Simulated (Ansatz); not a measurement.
Mg:
```cif
data_Mg
_chemical_formula_sum 'Mg1'
_space_group_name_H-M_alt 'P6/mmm'
_space_group_IT_number 191
_space_group_name_Hall '-P 6 2'
_cell_length_a 3.07735
_cell_length_b 3.07735
_cell_length_c 3.04206
_cell_angle_alpha 90.000
_cell_angle_beta 90.000
_cell_angle_gamma 120.000
loop_
_atom_site_label
_atom_site_type_symbol
_atom_site_symmetry_multiplicity
_atom_site_Wyckoff_symbol
_atom_site_fract_x
_atom_site_fract_y
_atom_site_fract_z
_atom_site_occupancy
Mg1 Mg 1 a 0.00000 0.00000 0.00000 1
```

Relaxed at zero pressure with r²SCAN (plane waves, PAW; program Ansatz).

Task: The volume is lowered by 3 % and shape and atoms relax at that volume. What pressure results, and how do the axes share the change?

Result: 0.9 GPa; a -0.9 %, b -0.9 %, c -1.2 %; the energy rises by 2 meV/atom.

Task: Give the new structure.

Result: 
Space group P6/mmm (No. 191); a = b = 3.0498 Å, c = 3.0044 Å, α = β = 90.00°, γ = 120.00°

```csv
atom,site,symmetry,x,y,z
Mg,1a,6/mmm,0.0000,0.0000,0.0000
```

The phase is kept; no other phase was compared at this pressure.

The first step of the workflow began from a Materials Project structure, measured or hypothetical; the Crystallography Open Database copy checked does not list it. It is not the phase usual at ambient conditions (space group No. 194). The cell was relaxed with r²SCAN under the symmetry of its start. At this level the phase is mechanically unstable. Axis ratios of metals converge slowly with the k-mesh, so a and c are less sure than the volume.

Potentials: the later of the program's two PAW sets.
